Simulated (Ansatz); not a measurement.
The start is a generated trial cell of SiNi2 in the AFLOW prototype AB2_hP3_164_a_d (C6, as in CdI2). A full variable-cell relaxation at zero pressure is run with PBEsol (plane waves to 420 eV, PAW, scalar-relativistic; Ansatz, a program for electronic structure). The first steps use a coarse 9×9×5 k-mesh.

Input geometry:
```yaml
crystal:
  lattice:
    - [2.85235, 0.00000, 0.00000]
    - [-1.42618, 2.47021, 0.00000]
    - [0.00000, 0.00000, 4.60144]
  atoms:
    - { symbol: Si, position: [0.00000, 0.00000, 0.00000] }
    - { symbol: Ni, position: [0.33333, 0.66667, 0.25200] }
    - { symbol: Ni, position: [0.66667, 0.33333, 0.74800] }
```
Spin-polarised start, with parallel moments on Ni.

### Question
How large is the pressure on the unrelaxed cell, and of which sign?

### Answer
+55 GPa (positive: the cell is compressed).

### Question
Which atoms feel the largest initial force, and how large is it?

### Answer
About 5.5 eV/Å, on Ni2, Ni3 (atoms numbered as listed).

### Question
By how much does the energy per atom fall from start to end?

### Answer
0.90 eV/atom.

### Question
How do the shortest distances between atoms change?

### Answer
The closest pairs of elements (up to four, under 3.6 Å), start → end: Ni–Si 2.01 → 2.32 Å; Ni–Ni 2.81 → 2.53 Å; Si–Si 2.85 → 2.61 Å.

### Question
What does it relax into? Give the structure.

### Answer

```cif
data_Ni2Si
_chemical_formula_sum 'Si1 Ni2'
_space_group_name_H-M_alt 'P-3m1'
_space_group_IT_number 164
_space_group_name_Hall '-P 3 2"'
_cell_length_a 2.60502
_cell_length_b 2.60502
_cell_length_c 5.57211
_cell_angle_alpha 90.000
_cell_angle_beta 90.000
_cell_angle_gamma 120.000
loop_
_atom_site_label
_atom_site_type_symbol
_atom_site_symmetry_multiplicity
_atom_site_Wyckoff_symbol
_atom_site_fract_x
_atom_site_fract_y
_atom_site_fract_z
_atom_site_occupancy
Si1 Si 1 a 0.00000 0.00000 0.00000 1
Ni1 Ni 2 d 0.33333 0.66667 0.31797 1
```

The space group stays P-3m1 (No. 164) (the run could not lower it), with 3 atoms in the primitive cell. Final values are on a 20×20×9 k-mesh of the relaxed cell. No spin polarisation in the result: the starting moments vanished. A magnetic state may lie lower.

The run could not lose the symmetry of its start, so the end can be a saddle point.

The relaxed structure here is a generated cell of SiNi2: the first start was made by placing the elements on the sites of a structure type, and the end was not matched to a known phase here, so it may be hypothetical.
